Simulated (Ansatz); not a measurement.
**A run on As₂Se that went wrong**

Someone meant to compute As₂Se with PBEsol, plane waves and PAW in Ansatz and wrote this input.

```yaml
crystal:
  lattice:
    - [-3.529418, 3.529418, 2.653571]
    - [3.529418, -3.529418, 2.653571]
    - [3.529418, 3.529418, -2.653571]
  atoms:
    - { symbol: As, position: [0.875, 0.125, 0.75] }
    - { symbol: As, position: [0.375, 0.125, 0.25] }
    - { symbol: As, position: [0.875, 0.625, 0.75] }
    - { symbol: As, position: [0.875, 0.125, 0.25] }
    - { symbol: Se, position: [0.5, 0.5, 0.0] }
    - { symbol: Se, position: [0.25, 0.75, 0.5] }
basis:
  ecutwfc: 420
kpoints:
  mp_grid: { grid: [8, 8, 8] }
hamiltonian:
  xc: pbesol
scf:
  occupations: { method: gaussian, width: 0.1 }
  max_iter: 1
output:
  forces: true
  stress: true
  eigenvalues: true
```

Command:

```bash
ansatz run input.yaml --threads 1 --pin off --max-ram 2560MiB --backend cpu --events-out ev --progress --plain --runs-dir out
```

The program printed (HF is the Harris–Foulkes energy, dr2 the density residual in eV):

```text
Pseudopotential: As, paw, valence charge 15, recommended cutoff 420 eV (normal)
Pseudopotential: Se, paw, valence charge 16, recommended cutoff 420 eV (normal)
Crystal: 6 atoms, lattice volume = 132.220 Å³
Basis set: ecut = 420 eV, 2589 PW (Γ), exchange–correlation on 80×80×80 points (8 copies of the dense FFT grid, shifted against one another)
Bands: 56, of which v1, the nominal top of the filled ones, is band 46 counted from 1 (45 counted from 0)
Symmetry: 16 space group operations
Space group: I41/amd (ITA 141), of the structure as read, at distance tolerance 5.1e-5 Å
k-points: 59 of 512
PAW frozen core: As, regenerated for the run's functional, and the local potential with it (the file was generated under x = pbe(κ = 0.804, μ = 0.2195), c = pbe(β = 0.0667))
PAW frozen core: Se, regenerated for the run's functional, and the local potential with it (the file was generated under x = pbe(κ = 0.804, μ = 0.2195), c = pbe(β = 0.0667))
Initial density: superposition of atomic densities, corrected by the library's trained network
SCF iter   1: HF=-30100.162067 eV  Δρ=2.79e-3  dr2=1.74e-2
Error: did not converge after 1 iterations: dr2 = 1.74e-2 (threshold 1.00e-7), under the density mixer `msr1`, which `scf.mixing.algorithm: auto` chose by the deck's other keys (type `scf.mixing.algorithm: msr1` to keep it); raise `scf.max_iter`, which need not help a stalled SCF …
```

**Question.** What is the cause?
A. A charge on a gapped cell under fixed occupations
B. Too few SCF iterations allowed
C. Cartesian positions typed as fractional ones
D. A cutoff meant in rydberg typed as eV
E. No empty bands beside a smearing

**Answer.** B. The limit came before the density residual met its threshold. The cure is a higher or no limit.

Mended input, as a difference:

```diff
 scf:
-  max_iter: 1
```

With the mended input the run converges and gives a pressure of -3.47 GPa, no gap.

Time of the mended run: 42 s on 1 thread of Intel(R) Xeon(R) Processor @ 2.70GHz, on a shared host, peak memory 0.61 GiB.